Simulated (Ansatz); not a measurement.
## Where the states of TiSi2 lie

```cif
data_structure
_symmetry_space_group_name_H-M 'P 1'
_symmetry_Int_Tables_number 1
_cell_length_a 5.9261
_cell_length_b 4.8842
_cell_length_c 4.7595
_cell_angle_alpha 75.818
_cell_angle_beta 53.042
_cell_angle_gamma 51.140
_cell_volume 83.76
loop_
_atom_site_label
_atom_site_type_symbol
_atom_site_fract_x
_atom_site_fract_y
_atom_site_fract_z
_atom_site_occupancy
Ti1 Ti 0.75000 0.75000 0.75000 1
Ti2 Ti 0.50000 0.50000 0.50000 1
Si1 Si 0.08300 0.41700 0.08300 1
Si2 Si 0.41700 0.08300 0.41700 1
Si3 Si 0.16700 0.83300 0.16700 1
Si4 Si 0.83300 0.16700 0.83300 1
```

The runs use the primitive cell with vectors (0.000, 4.118, 4.261), (2.386, 0.000, 4.261), (2.386, 4.118, 0.000) Å, to which the k mesh refers.

The cell is COD entry 1010453, as deposited and not checked against the literature; nothing was relaxed. It is an old determination, and later ones may differ.

All numbers below come from DFT, PBEsol, all-electron LAPW, scalar-relativistic (Ansatz 0.2.0).

Settings: a Γ-centred 8×8×8 k mesh, Fermi–Dirac smearing of 0.08 eV, basis error target 0.5 meV/atom, no spin polarisation.

Which of the resolved shells contributes most within 0.3 eV of the Fermi level?

Ti 3d, with 69 % of all states there; Si 3p follows with 23 %.

Where is the centre of the filled Ti 3d states between -14 eV and the top of the filled states?

-2.25 eV from the Fermi level.

Tabulate the density of states.

States per eV and cell, averaged over 0.4 eV, from -5.8 to 2.8 eV, with energies (bin centres) from the Fermi level; empty bins are left out. The partial columns, the largest 3 alone, are projections on Löwdin-orthogonalised atomic shells (those that the program's projection atoms carry: the occupied ones and, for some elements, an empty d or f shell; other empty shells have no column), summed over atoms of an element. Weights on diffuse s and p shells depend on that basis and aren't pure angular character.
| E (eV) | total | Ti 3d | Si 3p | Si 3s |
| --- | --- | --- | --- | --- |
| -5.7 | 1.03 | 0.15 | 0.40 | 0.43 |
| -5.3 | 1.08 | 0.14 | 0.64 | 0.21 |
| -4.9 | 1.84 | 0.21 | 1.28 | 0.24 |
| -4.5 | 2.37 | 0.36 | 1.53 | 0.34 |
| -4.1 | 1.88 | 0.29 | 1.20 | 0.25 |
| -3.7 | 2.43 | 0.40 | 1.51 | 0.38 |
| -3.3 | 2.18 | 0.40 | 1.36 | 0.28 |
| -2.9 | 2.92 | 0.66 | 1.78 | 0.31 |
| -2.5 | 3.08 | 0.79 | 1.85 | 0.30 |
| -2.1 | 4.02 | 1.22 | 2.35 | 0.29 |
| -1.7 | 4.27 | 1.67 | 2.20 | 0.20 |
| -1.3 | 5.19 | 2.58 | 2.20 | 0.17 |
| -0.9 | 4.39 | 2.66 | 1.40 | 0.13 |
| -0.5 | 3.18 | 2.03 | 0.89 | 0.11 |
| -0.1 | 2.37 | 1.63 | 0.56 | 0.07 |
| 0.3 | 1.40 | 0.97 | 0.32 | 0.04 |
| 0.7 | 2.30 | 1.65 | 0.47 | 0.06 |
| 1.1 | 3.54 | 2.61 | 0.59 | 0.13 |
| 1.5 | 2.48 | 1.83 | 0.34 | 0.14 |
| 1.9 | 1.72 | 0.90 | 0.51 | 0.20 |
| 2.3 | 4.01 | 2.41 | 1.03 | 0.35 |
| 2.7 | 7.63 | 4.95 | 1.33 | 0.81 |
